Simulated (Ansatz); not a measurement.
Given:

Te2Pd3:
```yaml
crystal:
  lattice:
    - [1.94638, -6.40802, 0.00000]
    - [1.94638, 6.40802, 0.00000]
    - [0.00000, 0.00000, 7.95063]
  atoms:
    - { symbol: Te, position: [0.00000, 0.00000, 0.50000] }
    - { symbol: Te, position: [0.00000, 0.00000, 0.00000] }
    - { symbol: Te, position: [0.74191, 0.25809, 0.25000] }
    - { symbol: Te, position: [0.25809, 0.74191, 0.75000] }
    - { symbol: Pd, position: [0.53441, 0.46559, 0.25000] }
    - { symbol: Pd, position: [0.46559, 0.53441, 0.75000] }
    - { symbol: Pd, position: [0.66216, 0.33784, 0.56840] }
    - { symbol: Pd, position: [0.33784, 0.66216, 0.43160] }
    - { symbol: Pd, position: [0.33784, 0.66216, 0.06840] }
    - { symbol: Pd, position: [0.66216, 0.33784, 0.93160] }
```

This is the r²SCAN-relaxed structure.

Problem. All from r²SCAN in the plane-wave PAW code Ansatz, unless another level is named. Estimate the electronic character.

Solution. metallic (no gap).

Problem. Predict the density of states at the Fermi level.

Solution. 0.54 states/eV per atom (mean over ±0.08 eV).

Problem. Give the formation energy from the elements (no fitted shifts).

Solution. -0.34 eV/atom.

Space group Cmcm. The workflow started from a Materials Project entry (that database holds measured and hypothetical structures alike); the Crystallography Open Database copy checked does not list it. Its standing as an ambient phase is unchecked. The cell was relaxed with r²SCAN under the symmetry of its start; whether a distortion lowers the energy is not shown. No spin polarisation was allowed. The references are the lowest solids computed at this level, not always the standard phases. Scalar-relativistic: spin–orbit coupling is off unless named, which matters more the heavier the elements.

Potentials: the later of the program's two PAW sets.
